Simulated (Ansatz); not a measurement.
Consider the following.

BIr (CsCl type, space group No. 221), a = b = c = 2.714 Å, α = β = γ = 90.00°.

This is the PBEsol-relaxed structure.

Question: All from the program Ansatz at the PBEsol level (PAW), unless another level is named. Predict the electronic character.

Answer: metallic (no gap).

Question: Predict the density of states at the Fermi level.

Answer: 0.15 states/eV per atom (mean over ±0.08 eV).

Question: Predict the formation energy from the elements (no fitted shifts).

Answer: 0.094 eV/atom.

Question: And the gap with spin–orbit coupling?

Answer: none (metallic).

Space group Pm-3m (CsCl type). A made-up cell: these elements were put on the sites of a structure type; neither database checked (COD, Materials Project) lists it. Its standing as an ambient phase is unchecked. The cell was relaxed with PBEsol under the symmetry of its start. At this level the phase is dynamically unstable (imaginary phonons). The run is not spin-polarised. The references are the lowest solids computed at this level, not always the standard phases. Scalar-relativistic: spin–orbit coupling is off unless named, which matters more the heavier the elements.

Potentials: the earlier of the program's two PAW sets. The files were generated under PBE; for other functionals the program regenerates the frozen cores, and for LDA and PBEsol the local potential too.
